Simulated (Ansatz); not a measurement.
The calculation used DFT PBE, scalar-relativistic, plane waves, PAW in Ansatz. All cells share a 420 eV cutoff and Γ-centred k meshes spaced at most about 0.3 Å⁻¹ (about 0.25 or finer for metals, 2π included). Collinear spin in cells that started with moments and kept them past the coarse steps, no spin elsewhere.

These are static total energies at zero pressure. All come from trial cells, and lower structures may exist.

**Question.** Order these relaxed structures of Lu4ZrO by energy, lowest first, with the energy over the lowest of them.
A.

```
Lu Zr O
1.0
    -3.33638    3.33638    3.49383
     3.33638   -3.33638    3.49383
     3.33638    3.33638   -3.49383
Lu Zr O
4 1 1
Cartesian
  1.6682 1.6682 1.7469
  1.6682 1.6682 -1.7469
  -1.6682 1.6682 1.7469
  1.6682 -1.6682 1.7469
  0.0000 0.0000 3.4938
  0.0000 0.0000 0.0000
```

B.

```
Lu Zr O
1.0
     0.00000    4.32725    4.32725
     4.32725    0.00000    4.32725
     4.32725    4.32725    0.00000
Lu Zr O
4 1 1
Direct
  0.37602 0.37602 0.37602
  0.87194 0.37602 0.37602
  0.37602 0.37602 0.87194
  0.37602 0.87194 0.37602
  0.75000 0.75000 0.75000
  0.00000 0.00000 0.00000
```

C.

```
Lu Zr O
1.0
     3.15862   -3.96959    0.00000
     3.15862    3.96959    0.00000
     0.00000    0.00000    5.65101
Lu Zr O
4 1 1
Direct
  0.16710 0.83290 0.00000
  0.83290 0.16710 0.00000
  0.00000 0.50000 0.50000
  0.50000 0.00000 0.50000
  0.50000 0.50000 0.00000
  0.00000 0.00000 0.50000
```

**Answer.** C (0 meV/atom), A (334 meV/atom), B (925 meV/atom). Forms: C Cmmm, no spin; A I4/mmm, no spin; B F-43m, moments up to 0.9 μB. Counting Lu or Zr atoms around O (for each partner element, those within 1.25 times its shortest distance or 1.15 times the sum of covalent radii, where it is the nearest in units of that sum or under 1.3; a plus sign parts groups by distance over the sum of covalent radii; the shortest distance is added where it exceeds 1.18 times the sum of covalent radii): C has O 4+4; A has O 8; B has O 12 from 3.6 Å.

A magnetic state wasn't ruled out in cells without spin, among them Cmmm. Another magnetic order may lie lower. Cells relaxed within their symmetry can be saddle points. Some structure types and database cells were kept out of the candidates from the start, so a known form may be missing.
